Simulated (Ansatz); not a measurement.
A trial cell of MgBe2SeS2, before relaxation:

```cif
data_structure
_symmetry_space_group_name_H-M 'P 1'
_symmetry_Int_Tables_number 1
_cell_length_a 3.9039
_cell_length_b 3.9039
_cell_length_c 8.5508
_cell_angle_alpha 90.000
_cell_angle_beta 90.000
_cell_angle_gamma 90.000
_cell_volume 130.32
loop_
_atom_site_label
_atom_site_type_symbol
_atom_site_fract_x
_atom_site_fract_y
_atom_site_fract_z
_atom_site_occupancy
Mg1 Mg 0.00000 0.00000 0.50000 1
Be1 Be 0.50000 0.50000 0.15958 1
Be2 Be 0.50000 0.50000 0.84042 1
Se1 Se 0.50000 0.50000 0.50000 1
S1 S 0.00000 0.50000 0.50000 1
S2 S 0.50000 0.00000 0.50000 1
```

Level of theory: DFT PBE, scalar-relativistic, plane waves, PAW (Ansatz). Cutoff 420 eV, Gaussian smearing, Γ-centred meshes. Cell and atoms relax first on a coarse mesh and then on a finer one. In between, the cell is made exact in the group found at 0.06 Å. In metals the finer mesh still leaves noise of several meV/atom or more. The steps can't lower the symmetry of their start. No spin polarisation.

A guess keeps its type if space group and coordination stay and the shape of the cell changes little (axis ratios within about 15 %, angles within 6°); the volume may change.

Question: Does this structure survive the relaxation?

Answer: It doesn't keep its type. The symmetry stays P4/mmm (No. 123). The volume per atom grows by 31.4 %, from 21.7 to 28.5 Å³. The shortest distance goes from 1.95 Å (Mg–S and Se–S) to 2.01 Å (Be–Be). The ratio c/a of the conventional cell changes by a factor of 0.52. Counting neighbours within 15 % of an atom's shortest distance, the start has Be 2, Mg 4, S 4, Se 4 and the end Be 2, Mg 4, S 4, Se 2. In detail, at the end Mg has 4 S at 2.65 Å; around Be lie 1 Be at 2.01 Å and 1 Se at 2.04 Å; Se is surrounded by 2 Be at 2.04 Å and 4 S at 2.65 Å; around S lie 2 Mg at 2.65 Å and 2 Se at 2.65 Å.

```
Mg Be Se S
1.0
     5.30145    0.00000    0.00000
     0.00000    5.30145    0.00000
     0.00000    0.00000    6.09159
Mg Be Se S
1 2 1 2
Direct
  0.00000 0.00000 0.50000
  0.50000 0.50000 0.16514
  0.50000 0.50000 0.83486
  0.50000 0.50000 0.50000
  0.00000 0.50000 0.50000
  0.50000 0.00000 0.50000
```

The last run used an 8×8×6 mesh (in the run's order of axes) for its 6-atom cell and Gaussian smearing of 0.10 eV. The cell is a metal run without spin; a magnetic state may lie lower. Symmetry constrained the relaxation, so the result can be a saddle point. Another cell of MgBe2SeS2 relaxed alike, in P-4m2, lies 0.86 eV/atom lower, so this cell isn't the stable form at this level.
